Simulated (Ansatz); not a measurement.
KCl:
```cif
data_Cl4K4
_chemical_formula_sum 'K4 Cl4'
_space_group_name_H-M_alt 'Fm-3m'
_space_group_IT_number 225
_space_group_name_Hall '-F 4 2 3'
_cell_length_a 6.38162
_cell_length_b 6.38162
_cell_length_c 6.38162
_cell_angle_alpha 90.000
_cell_angle_beta 90.000
_cell_angle_gamma 90.000
loop_
_atom_site_label
_atom_site_type_symbol
_atom_site_symmetry_multiplicity
_atom_site_Wyckoff_symbol
_atom_site_fract_x
_atom_site_fract_y
_atom_site_fract_z
_atom_site_occupancy
K1 K 4 a 0.00000 0.00000 0.00000 1
Cl1 Cl 4 b 0.50000 0.50000 0.50000 1
```
(The calculation used a cell of 2 atoms; values per cell refer to that cell.)

Relaxed with PBE. PBE (plane waves, PAW; program Ansatz) gives a gap of 5.05 eV.

### Question
What gap does HSE06 give on the same cell (Ansatz, PAW)?

### Answer
6.35 eV, 1.30 eV more. The hybrid was solved on a coarser mesh and at special points; its gap is the smallest among all of these.

```json
[
 {"k": "Γ", "v1 PBE": "0.00", "c1 PBE": "5.05", "v1 HSE06": "0.00", "c1 HSE06": "6.35"},
 {"k": "X", "v1 PBE": "-0.21", "c1 PBE": "6.56", "v1 HSE06": "[?]", "c1 HSE06": "[?]"},
 {"k": "L", "v1 PBE": "-0.29", "c1 PBE": "7.46", "v1 HSE06": "[?]", "c1 HSE06": "[?]"},
 {"k": "W", "v1 PBE": "-0.45", "c1 PBE": "7.96", "v1 HSE06": "[?]", "c1 HSE06": "[?]"},
 {"k": "K", "v1 PBE": "-0.27", "c1 PBE": "7.25", "v1 HSE06": "[?]", "c1 HSE06": "[?]"}
]
```

### Question
Top valence (v1) and lowest conduction level (c1) in eV from each method's valence maximum (which need not be a listed point): supply the withheld HSE06 values.

### Answer

- L, v1 HSE06: -0.30
- L, c1 HSE06: 8.76
- X, v1 HSE06: -0.23
- X, c1 HSE06: 7.92
- W, v1 HSE06: -0.47
- W, c1 HSE06: 9.38
- K, v1 HSE06: -0.28
- K, c1 HSE06: 8.63

Cost on shared cores: the PBE run (SCF on a 8×8×8 mesh, then bands and DOS) roughly 8 core-seconds, the HSE06 run (SCF on 6×6×6, then a few points) roughly 2.3 core-minutes; the tasks are unlike.

Symmetry was held in the PBE relaxation; phonons on a q-mesh show no instability.

Potentials: the later of the program's two PAW sets.
